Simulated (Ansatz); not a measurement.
Calculated with Ansatz: Rb2IrF6, relaxation

input.yaml:

```yaml
crystal:
  lattice:
    - [2.989578, 5.178101, 0.0]
    - [-2.989578, 5.178101, 0.0]
    - [0.0, 0.0, 4.799805]
  atoms:
    - { symbol: Ir, position: [0.0, 0.0, 0.5] }
    - { symbol: Rb, position: [0.6667, 0.6666, 0.20338] }
    - { symbol: Rb, position: [0.3333, 0.3334, 0.79662] }
    - { symbol: F, position: [0.15652, 0.15648, 0.2798] }
    - { symbol: F, position: [0.687, 0.15652, 0.2798] }
    - { symbol: F, position: [0.15648, 0.687, 0.2798] }
    - { symbol: F, position: [0.313, 0.84352, 0.7202] }
    - { symbol: F, position: [0.84352, 0.84348, 0.7202] }
    - { symbol: F, position: [0.84348, 0.313, 0.7202] }
  symmetry: { tolerance: 0.0003 }
kpoints:
  mp_grid: { grid: [5, 5, 6], shift: [0, 0, 0] }
magnetization:
  spin_polarized: false
scf:
  occupations: { method: fermi_dirac }
  lower_state_search: "off"
hamiltonian:
  pseudopotentials: { kind: paw }
  xc: r2scan
basis:
  ecutwfc: 500
  fft_grid_basis: typed
relax:
  max_steps: 80
  cell: { p_target: 0.0 }
  f_tol: 0.03
output:
  forces: true
  stress: true
  eigenvalues: true
  bader: true
  populations: true
  elf: true
  write_potential: true
  volumetric_format: npy
  dos:
    e_range: [-12, 8]
    de: 0.05
    projected: { site_lists: { F: [F], Ir: [Ir], Rb: [Rb] } }
checkpoint:
  read: saved_state
```

Launch command:

```bash
ansatz run input.yaml --threads 2 --pin off --max-ram 2560MiB --backend cpu --events-out ev --progress --plain --runs-dir out
```

Origin of the cell: a database entry, scaled a little.

The smearing width isn't typed, so it takes its default of 0.1 eV.

The saved state is a converged single point of the same cell.

Steps («new basis» is an SCF on plane waves selected anew at the same cell):

```tsv
step	ΔF (meV/atom)	max force component (eV/Å)	P (GPa)	volume (Å³)	SCF iterations	step was
1	0.0	0.311	0.89	148.61	7	accepted
2	-2.3	0.047	0.45	143.78	8	accepted
3	-2.6	0.015	0.08	145.78	7	accepted
4	-2.6	0.003	0.01	145.87	7	accepted
5	-2.4	0.003	0.02	145.87	7	new basis
```

Before:

Space group P-3m1 (No. 164); the run's cell has a = 5.979 Å, b = 5.979 Å, c = 4.800 Å, α = 90.00°, β = 90.00°, γ = 60.00°. Shortest distances: F–Ir 1.93 Å, F–F 2.66 Å, F–Rb 2.95 Å.

After:

Space group P-3m1 (No. 164); the run's cell has a = 5.950 Å, b = 5.950 Å, c = 4.758 Å, α = 90.00°, β = 90.00°, γ = 60.00°. Shortest distances: F–Ir 1.95 Å, F–F 2.68 Å, F–Rb 2.94 Å.

```xyz
9
Lattice="2.9748 5.1525 0.0000 -2.9748 5.1525 0.0000 0.0000 0.0000 4.7584" Properties=species:S:1:pos:R:3 pbc="T T T"
Ir    0.0000    0.0000    2.3792
Rb    0.0000    6.8700    1.0003
Rb    0.0000    3.4350    3.7581
F     0.0000    1.6328    1.3164
F     1.5607    4.3361    1.3164
F    -1.5607    4.3361    1.3164
F    -1.5607    5.9689    3.4420
F     0.0000    8.6722    3.4420
F     1.5607    5.9689    3.4420
```

| Property | Result |
| --- | --- |
| Free energy lowered by | 2.4 meV/atom |
| Volume change | -1.84 % |
| Final pressure | 0.02 GPa |
| Relaxation steps listed | 5 |

Caveats: no moments, though an odd count or open d shells may carry them; no spin-orbit coupling, though heavy elements are present; the relaxation held the start's symmetry, so the end may be a saddle point.

Time: 2.7 min on 2 threads of Arm Neoverse N1 (shared host), peak memory 0.87 GiB, from a saved density.
